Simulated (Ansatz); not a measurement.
## Vibrational response of SbAs

Computed with Ansatz, DFT LDA, scalar-relativistic, plane waves, PAW. Plane waves to 420 eV; Γ-centred k mesh 12×12×12; Fermi-Dirac smearing of 0.15 eV. No spin polarisation. Phonons by linear response, acoustic sum rule imposed.

Equilibrium structure at this level:
```xyz
2
Lattice="2.0250 1.1691 3.3064 -2.0250 1.1691 3.3064 0.0000 -2.3382 3.3064" Properties=species:S:1:pos:R:3 pbc="T T T"
Sb    0.0000    0.0000    4.9595
As    0.0000    0.0000    0.0000
```

In a metal, frequencies and elastic constants depend on the k mesh and the smearing, soft modes and shear constants most.

**Question.** Is this structure stable against zone-centre distortions?

**Answer.** No: 3 of the 3 optical modes are imaginary.

**Question.** List the optical modes at Γ (i marks imaginary ones).

**Answer.**
```csv
frequency (THz),degeneracy
3.65i,2
3.65i,1
```